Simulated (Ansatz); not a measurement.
# KSO3F, one structure, two calculations

Cell: a Materials Project structure (computed, not necessarily an observed phase).

Space group Pnma (No. 62); a = 8.8225, b = 6.0408, c = 7.5561 Å.

```
site  Wyckoff  site symmetry       x       y       z
   K       4c            .m.  0.6775  0.2500  0.3416
   S       4c            .m.  0.5557  0.2500  0.8005
  O9       8d              1  0.5838  0.0472  0.7022
 O17       4c            .m.  0.4229  0.2500  0.9120
   F       4c            .m.  0.6969  0.2500  0.9458
```

One atom of each set is listed.

First run. All values are calculated (Ansatz; DFT, PBE, plane waves and PAW, scalar-relativistic, 420 eV cutoff, Γ-centred 3×4×3 k-points, Fermi–Dirac smearing 0.02 eV), not measured.

```
site  V_zz (10²¹ V/m²)     η
   K             -0.82  0.45
   S              9.22  0.05
  O9             12.80  0.30
 O17             12.63  0.31
   F              22.3  0.00
```

Second run. The same atoms and settings, except that the functional is r2SCAN and the cutoff is 500 eV.

Task: Given the first result, estimate the second.

Result: 

```tsv
site	V_zz	η	change of V_zz
K	-0.93	0.46	-0.11
S	10.04	0.05	+0.82
O9	13.25	0.30	+0.45
O17	13.03	0.31	+0.40
F	23.1	0.00	+0.80
```

The largest change of V_zz is on S, from 9.22 to 10.04. In per cent, |V_zz| changes by +13 on K, +9 on S, +3 to +4 on O, +4 on F (all sites that start above 0.5).

For the first run: The largest force is 0.5 eV/Å, so the atoms aren't at the calculated equilibrium and relaxing them would move these values.
For the second run: The largest force is 0.6 eV/Å, so the atoms aren't at the calculated equilibrium and relaxing them would move these values.
